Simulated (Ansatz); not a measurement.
The elements of this relaxed trial crystal are hidden behind letters.

```
lattice vectors (Å)
   4.7312    0.0000    0.0000
   0.0000    4.7312    0.0000
   0.0000    0.0000    4.7312
fractional positions
X 0.2500 0.0000 0.5000
X 0.5000 0.7500 0.0000
X 0.7500 0.0000 0.5000
X 0.5000 0.2500 0.0000
X 0.0000 0.5000 0.7500
X 0.0000 0.5000 0.2500
Z 0.0000 0.0000 0.0000
Z 0.5000 0.5000 0.5000
```

Method: Ansatz 0.2.0, DFT PBE, scalar-relativistic, plane waves, PAW. Settings of the last relaxation (8-atom cell): 420 eV, 8×8×8 k points, Gaussian smearing of 0.10 eV, no spin polarisation.

- Space group: Pm-3n (No. 223)
- Conventional cell: a = 4.731 Å
- Volume per atom: 13.24 Å³
- Density: 4.48 g/cm³
- Energy over the elements: +0.27 eV/atom
- Gap on the 8×8×8 mesh of the 8-atom cell: 0 eV (a metal)

Energies are uncorrected and count from the elements' standard states at the same level.

Problem. X is a p-block element of period 3 and Z is a d-block element of period 4. Which elements are they?

Solution. X = Si, Z = Ni, so the formula is Si3Ni, here in the A15 type. Density times volume gives a mean mass of 4.48 × 13.24/1.6605 = 35.7 u per atom, and this set has 35.7 u. Around Si lie 2 Si at 2.37 Å, 4 Ni at 2.64 Å and 8 Si at 2.90 Å; Ni has 12 Si at 2.64 Å. Other sets within the hints have nearly the same mass, so mass alone doesn't settle it; this one was computed.

Trial moments died out on the coarse mesh, so the last step has no spin; another magnetic start might hold. Symmetry constrained the relaxation, so the result can be a saddle point. Another cell of Si3Ni relaxed alike but with spin, in Pm-3m, lies 30 meV/atom lower, so this cell isn't the stable form at this level.
